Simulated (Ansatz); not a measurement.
Input and command of a plane-wave DFT calculation in Ansatz:

```yaml
crystal:
  lattice:
    - [0.0, 2.5603271729, 2.5603271729]
    - [2.5603271729, 0.0, 2.5603271729]
    - [2.5603271729, 2.5603271729, 0.0]
  atoms:
    - { symbol: Zn, position: [0.0, 0.0, 0.0] }
    - { symbol: S, position: [0.75, 0.75, 0.75] }
basis:
  ecutwfc: 420
kpoints:
  mp_grid: { grid: [10, 10, 10] }
hamiltonian:
  xc: lda
scf:
  occupations: { method: fixed }
output:
  forces: true
  stress: true
  eigenvalues: true
relax:
  adjacent_minimum: "off"
  f_tol: 0.001
  max_steps: 60
  cell: { stress_tol: 0.02, p_target: 22.0 }
```

```bash
ansatz run input.yaml --threads 1 --pin off --max-ram 3072MiB --backend cpu --events-out ev --progress --plain --runs-dir out
```

Processor: Arm Neoverse V1, 1 thread, on a host shared with other jobs.

Question: Estimate time, memory and problem size.

Answer: About 16 s on 1 thread of Arm Neoverse V1, on a shared host, peak memory 0.3 GiB. It solves 13 bands at 47 k points (the mesh reduced by the symmetry that the task leaves, which can be less than the crystal's) with about 609 plane waves (on the last cell), in 36 SCF iterations over 7 ionic steps.
